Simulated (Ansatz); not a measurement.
## PtSe$_{2}$: zone-centre modes at -1 GPa

The calculation used DFT PBE+D3(BJ), scalar-relativistic, plane waves, PAW in Ansatz 0.2.0. Cutoff 420 eV, 12×12×10 k-points (Γ-centred), Fermi-Dirac smearing of 0.15 eV. No spin polarisation. Phonons by linear response, acoustic sum rule imposed.

The cell, relaxed at -1 GPa:
```xyz
3
Lattice="3.7785 0.0000 0.0000 -1.8893 3.2723 0.0000 0.0000 0.0000 4.8933" Properties=species:S:1:pos:R:3 pbc="T T T"
Pt    0.0000    0.0000    0.0000
Se    0.0000    2.1815    1.2833
Se    1.8893    1.0908    3.6100
```

In a metal, frequencies and elastic constants depend on the k mesh and the smearing, soft modes and shear constants most. Spin–orbit coupling is left out, which matters for heavy elements. A semilocal functional can close a gap that the real compound has.

Optical modes at Γ; i marks an imaginary frequency:
```
frequency (cm⁻¹) degeneracy
             155           2
             199           1
             209           2
             212           1
```

All 6 optical modes at Γ are real: no displacement of atoms at fixed cell lowers the energy to second order. Strains and modes at other wave vectors aren't tested by this run.

Cost: 1 run of about 6.3 core-minutes, on Intel Xeon Platinum 8259CL (Skylake/Cascade Lake) (shared hosts).